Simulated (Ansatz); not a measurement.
Data:

LaTl (CsCl type)

```xyz
2
Lattice="3.9770 0.0000 0.0000 0.0000 3.9770 0.0000 0.0000 0.0000 3.9770" Properties=species:S:1:pos:R:3 pbc="T T T"
La     0.0000     0.0000     0.0000
Tl     1.9885     1.9885     1.9885
```

Equation-of-state scan: isotropic scaling of the cell above, V₀ being its volume. Symmetry pins the atoms to their sites.

Computed with r2SCAN (plane waves to 500 eV, PAW, scalar-relativistic; Ansatz, an electronic-structure program). k mesh 12×12×12 (Γ-centred), Fermi-Dirac smearing 0.05 eV. E stands for the smeared free energy. Compression counts positive. LaTl is run without spin polarisation. LaTl was relaxed with its symmetry unable to fall. Spin-orbit coupling is left out, though Tl is heavy. The zero of ΔE is the relaxed starting cell.

The scan covers V/V₀ from 0.940 to 1.060 in 13 points.

Question: What pressure does the cell carry at V/V₀ = 0.940?

Answer: 3.7 GPa.

Question: What is ΔE at V/V₀ = 1.060?

Answer: 16 meV/atom.

Question: What is ΔE at V/V₀ = 0.940?

Answer: 20 meV/atom.

(A scan under strain: stresses follow from slopes of the energy per volume, elastic moduli from its curvatures.)
